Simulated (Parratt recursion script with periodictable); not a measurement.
## How the EUV peak of a Si/Mo multilayer on Si grows with the number of periods

| layer, from the top | thickness (Å) | density (g/cm³) | rms roughness of its top face (Å) | δ at 13.5 nm | β at 13.5 nm |
|---|---|---|---|---|---|
| Si (in each period) | 48 | 2.313 | 3 | 9.927 × 10⁻⁴ | 0.001813 |
| Mo (in each period) | 20.6 | 10.026 | 3 | 0.07476 | 0.006314 |
| Si (substrate) | – | 2.313 | 3 | 9.927 × 10⁻⁴ | 0.001813 |

The refractive index is n = 1 − δ + iβ; the runs take δ and β at each wavelength of the scan. Vacuum lies above.

Densities are inputs, not measurements. They were set from computed cells of the Materials Project: Si from entry mp-149 (Fd-3m, 2.313 g/cm³); Mo from entry mp-129 (Im-3m, 10.026 g/cm³). A layer's crystal structure does not enter its constants, only its composition and density.

Method: EUV and soft X-ray reflectivity, Parratt recursion, Névot-Croce roughness, Henke tables (Parratt recursion script with periodictable 1.7.1).

Light falls at α = 6° from the surface normal. It is p-polarised. The wavelength is scanned from 12.42 to 14.58 nm in 161 evenly spaced points, without smoothing. The peak is the highest scan point; its wavelength and height come from a parabola through R at that point and its two neighbours.

The runs differ in the number of periods N alone.

| N | peak λ (nm) | peak R (%) |
|---|---|---|
| 5 | 13.479 | ? |
| 15 | 13.382 | 37.0 |
| 50 | 13.411 | 70.3 |
| 120 | 13.419 | 71.4 |

Question: Estimate the peak reflectivity for N = 5, trying the form R = R∞ tanh²(aN).

Answer: Take R∞ from the largest stack, 71.4 % at N = 120. For the shown row under 97 % of it, y = artanh[(R/R∞)^½] is 0.907 at N = 15, so a = 0.0605. This form gives tanh²y = 1.000 at N = 120, in keeping with the choice of R∞. At N = 5, y = 0.303 and R = 71.4 × tanh²y = 6.2 %.

The run gave 6.8 %, so the form misses by 0.6 points.
